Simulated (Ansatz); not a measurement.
**B: from a starting cell to a relaxed one**

The relaxed structure here is a generated cell of B: the first start was made by placing the elements on the sites of a structure type, and the end was not matched to a known phase here, so it may be hypothetical.

The start is a generated cell, B placed in the omega structure type. A full variable-cell relaxation at zero pressure is run with r2SCAN (plane waves to 500 eV, PAW, scalar-relativistic; Ansatz, a quantum-chemistry and plane-wave program). The first steps use a coarse 8×8×12 k-mesh.

Starting cell:
```
B
1.0
    3.21618     0.00000     0.00000
   -1.60809     2.78529     0.00000
    0.00000     0.00000     1.95613
B
3
Cartesian
  0.00000   0.00000   0.00000
  0.00000   1.85686   0.97807
  1.60809   0.92843   0.97807
```

Task: By how much does the energy per atom fall from start to end?

Result: 0.63 eV/atom.

Task: How do the shortest distances between atoms change?

Result: The closest pairs of elements (up to four, under 3.6 Å), start → end: B–B 1.86 → 1.65 Å.

Task: Is the relaxed structure metallic? Give its gap.

Result: Zero (metallic).

Task: What does it relax into? Give the structure.

Result: 
```cif
data_B3
_chemical_formula_sum 'B3'
_space_group_name_H-M_alt 'P6/mmm'
_space_group_IT_number 191
_space_group_name_Hall '-P 6 2'
_cell_length_a 2.85874
_cell_length_b 2.85874
_cell_length_c 2.83600
_cell_angle_alpha 90.000
_cell_angle_beta 90.000
_cell_angle_gamma 120.000
loop_
_atom_site_label
_atom_site_type_symbol
_atom_site_symmetry_multiplicity
_atom_site_Wyckoff_symbol
_atom_site_fract_x
_atom_site_fract_y
_atom_site_fract_z
_atom_site_occupancy
B1 B 1 a 0.00000 0.00000 0.00000 1
B2 B 2 d 0.33333 0.66667 0.50000 1
```

The space group stays P6/mmm (No. 191) (the run could not lower it), with 3 atoms in the primitive cell. Final values are on a 19×19×16 k-mesh of the relaxed cell. No spin polarisation in the result. The relaxed primitive cell holds an odd number of electrons. A magnetic state may lie lower.

The run could not lower the symmetry of its start; a shaken copy of this end point relaxes with r2SCAN to Cm (No. 8), 0.87 eV/atom lower.
